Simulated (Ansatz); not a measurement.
ScSi (CsCl type), relaxed and computed with several functionals in Ansatz (plane waves, PAW).

| functional | a (Å) | ΔH_f (eV/atom) | B₀ by P(V) fit (GPa) |
|---|---|---|---|
| r²SCAN | 3.320 | -0.39 | 87.9 |
| PBEsol | 3.282 | -0.48 | 91.6 |
| PBE | 3.320 | -0.41 | 85.5 |

Constructed cells (a structure type filled with these elements, in neither database checked): ScSi, CsCl type. Unstable at this level: ScSi, CsCl type with r²SCAN; ScSi, CsCl type with PBEsol. All cells were relaxed under the symmetry of their starts (and spin orders); stability against distortions was not tested throughout. Rows with no word on spin ran without spin polarisation.

Potentials: the later of the program's two PAW sets.

Ansatz (an electronic-structure program) is a plane-wave DFT program.

Formation energies count from the lowest solids of the elements computed at the same level, not from gases.
